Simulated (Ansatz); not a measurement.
An Ansatz (a first-principles code) input:

Ansatz 0.2 input:
```yaml
crystal:
  lattice:
    - [5.4138965044, 0.0, 0.0]
    - [-2.7069482522, 4.6885719063, 0.0]
    - [0.0, 0.0, 9.6348880259]
  atoms:
    - { symbol: Na, position: [0.3333333333, 0.6666666667, 0.917397899] }
    - { symbol: Na, position: [0.6666666667, 0.3333333333, 0.082602101] }
    - { symbol: Na, position: [0.6666666667, 0.3333333333, 0.417397899] }
    - { symbol: Na, position: [0.3333333333, 0.6666666667, 0.582602101] }
    - { symbol: Na, position: [0.0, 0.0, 0.25] }
    - { symbol: Na, position: [0.0, 0.0, 0.75] }
    - { symbol: Bi, position: [0.6666666667, 0.3333333333, 0.75] }
    - { symbol: Bi, position: [0.3333333333, 0.6666666667, 0.25] }
kpoints:
  mp_grid: { grid: [4, 4, 2] }
hamiltonian:
  xc: hse06
  pseudopotentials: { azcp: { folder: ./paw }, kind: paw }
scf:
  n_extra_bands: 8
  occupations: { method: gaussian, width: 0.02 }
output:
  eigenvalues: true
  eigenstates:
    e_range: [-9.0, 8.0]
    kpoints:
      - [0.0, 0.0, 0.0]  # GAMMA
      - [0.0, 0.0, 0.5]  # A
      - [0.3333333333, 0.3333333333, 0.0]  # K
      - [0.3333333333, 0.3333333333, 0.5]  # H
      - [0.5, 0.0, 0.0]  # M
      - [0.5, 0.0, 0.5]  # L
```

Question: How many symmetry operations and irreducible k-points will the run report?

Answer: 24 operations, 8 of 32 k-points.

Question: With a cutoff of 420 eV, how many plane waves at Γ?

Answer: 4791.

It took about 5 core-minutes (a rough figure) on shared server cores.

Space group P6_3/mmc. The first step of the workflow began from a Materials Project structure, measured or hypothetical; the Crystallography Open Database files this formula in space group No. 194, but the cells were not matched. Whether it is the stable phase at ambient conditions was not checked. The cell was relaxed with PBEsol under the symmetry of its start; whether a distortion lowers the energy is not shown. Scalar-relativistic: spin–orbit coupling is off unless named, which matters more the heavier the elements.

Potentials: the earlier of the program's two PAW sets. The files were generated under PBE; for other functionals the program regenerates the frozen cores, and for LDA and PBEsol the local potential too.

Ansatz is a plane-wave DFT program.
